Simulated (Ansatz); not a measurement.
Given:

ZnNi:
```
ZnNi
1.0
    2.85005     0.00000     0.00000
    0.00000     2.85005     0.00000
    0.00000     0.00000     2.85005
Ni Zn
1 1
Direct
  0.00000   0.00000   0.00000
  0.50000   0.50000   0.50000
```
The run is spin-polarised; directions of the spins, atom by atom: 0 0.

This is the r²SCAN-relaxed structure.

**Question.** All from DFT-r²SCAN in the program Ansatz with PAW potentials, unless another level is named. Give the formation energy from the elements (no fitted shifts).

**Answer.** -242 meV/atom.

**Question.** Predict the density of states at the Fermi level.

**Answer.** 0.34 states/eV per atom (mean over ±0.08 eV).

Space group Pm-3m (CsCl type). The workflow started from an entry of the Crystallography Open Database (COD), which files this formula under 3 space groups. Whether it is the stable phase at ambient conditions was not checked. The r²SCAN relaxation kept the symmetry of its start; its stability against distortions is not shown here. The final state is ferromagnetic, the only order run, not a proven ground state. The cell computed holds one magnetic atom, so no antiferromagnetic order was within reach. Other orbital occupations within this spin state were not tried. The references are the lowest solids computed at this level, not always the standard phases.

Potentials: the later of the program's two PAW sets.
